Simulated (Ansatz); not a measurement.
A geometry of AlCu away from equilibrium: the start of the relaxation of a relaxed AlCu cell, doubled along one cell vector, shaken by Gaussian noise of σ = 0.08 Å a coordinate. All values below come from PBE (plane waves to 420 eV, PAW, scalar-relativistic; Ansatz, an electronic-structure program). Γ-centred k-mesh 7×14×14 on the run's cell (coarser than for final values), Fermi–Dirac smearing 0.05 eV.

```xyz
4
Lattice="2.7813 1.6058 8.2346 -1.3907 0.8029 4.1173 0.0000 -1.6058 4.1173" Properties=species:S:1:pos:R:3:forces:R:3 pbc="T T T" free_energy=-14325.681 pressure_GPa=1.4
Al     0.0958     0.1543    -0.0195   -0.4696   -0.8797   -0.1905
Al     1.4749     0.7601     4.1191    0.3292    0.4202   -0.5041
Cu     0.0807     0.0007     6.1290   -0.1726   -0.0007    0.2902
Cu     1.4159     0.6607    10.2098    0.3130    0.4602    0.4044
```

Positions in Å, forces in eV/Å, free energy of the cell in eV (comparable only within this code, potentials and settings). Largest force: 1.02 eV/Å, on Al1 (atoms numbered as listed); the geometry lies 0.04 eV/atom above the end of its relaxation.

No spin polarisation in the result.

The end of the path is a generated cell of AlCu: the first start was made by placing the elements on the sites of a structure type, and the end was not matched to a known phase here, so it may be hypothetical.
